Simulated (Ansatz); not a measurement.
PtS2 (CdI2 type)

```
CELL_PARAMETERS angstrom
      3.55232     0.00000     0.00000
     -1.77616     3.07640     0.00000
      0.00000     0.00000     5.12720
ATOMIC_POSITIONS crystal
  Pt 0.00000 0.00000 0.00000
  S  0.33333 0.66667 0.23909
  S  0.66667 0.33333 0.76091
```

The volume is varied about the relaxed value V₀ at fixed cell shape. The atoms relax within the cell's symmetry.

These are r2SCAN+rVV10 (plane waves to 500 eV, PAW, scalar-relativistic; Ansatz, a program for electronic structure) values and carry that method's errors. k mesh 11×11×7 (Γ-centred), Fermi-Dirac smearing 0.05 eV. E stands for the smeared free energy. Compression counts positive. PtS2 is run without spin polarisation. PtS2 was relaxed with its symmetry unable to fall. Spin-orbit coupling is left out, though Pt is heavy. The zero of ΔE is the relaxed starting cell.

Question: Predict the ΔE (eV/atom) and P (GPa) at V/V₀ = 0.940, 0.955, 0.970, 0.985, 1.030.

Answer: 
```tsv
V/V₀	ΔE (eV/atom)	P (GPa)
0.940	0.0178	5.37
0.955	0.0098	3.87
0.970	0.0042	2.48
0.985	0.0010	1.19
1.030	0.0038	-2.11
```

(Under strain, the slope of the energy per volume gives the stress and its curvature an elastic modulus.)
